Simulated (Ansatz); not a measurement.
# KB3H8: ⁴¹K nuclear quadrupole resonance

Cell: an entry of the Crystallography Open Database (COD), its atoms then relaxed with PBE in this cell.

```cif
data_KB3H8
_symmetry_space_group_name_H-M 'P2_1/m'
_symmetry_Int_Tables_number 11
_cell_length_a 5.3230
_cell_length_b 8.1280
_cell_length_c 5.5732
_cell_angle_alpha 90.000
_cell_angle_beta 94.628
_cell_angle_gamma 90.000
loop_
_atom_site_label
_atom_site_type_symbol
_atom_site_symmetry_multiplicity
_atom_site_Wyckoff_symbol
_atom_site_fract_x
_atom_site_fract_y
_atom_site_fract_z
K K 2 e 0.2275 0.7500 0.8956
B3 B 4 f 0.2108 0.1397 0.7696
B7 B 2 e 0.3673 0.2500 0.5509
H9 H 4 f 0.3243 0.0761 0.6011
H13 H 4 f 0.3255 0.0878 0.9503
H17 H 4 f 0.9989 0.0866 0.7295
H21 H 2 e 0.2791 0.2500 0.3442
H23 H 2 e 0.5956 0.2500 0.5745
```

One atom of each set is listed.

All values are calculated (Ansatz; DFT, PBE, plane waves and PAW, scalar-relativistic, 420 eV cutoff, Γ-centred 5×3×5 k-points, fixed occupations), not measured.

⁴¹K: I = 3/2, Q = 73.40 mb (year-2017 value). Static lattice, zero field.

(1) At which frequencies do the ⁴¹K NQR lines lie?

(2) And for K-39 (I = 3/2, Q = 60.30 mb) on K?

Answers

(1) For I = 3/2 there is one line, ν = (|C_Q|/2)(1 + η²/3)^½.

```json
{"site": "K", "atoms": "2", "V_zz (10²¹ V/m²)": "0.92", "C_Q (MHz)": "1.64", "η": "0.29", "line frequencies (MHz)": "0.831"}
```

(2) C_Q scales with Q to 1.35 MHz, with lines at 0.683 MHz.
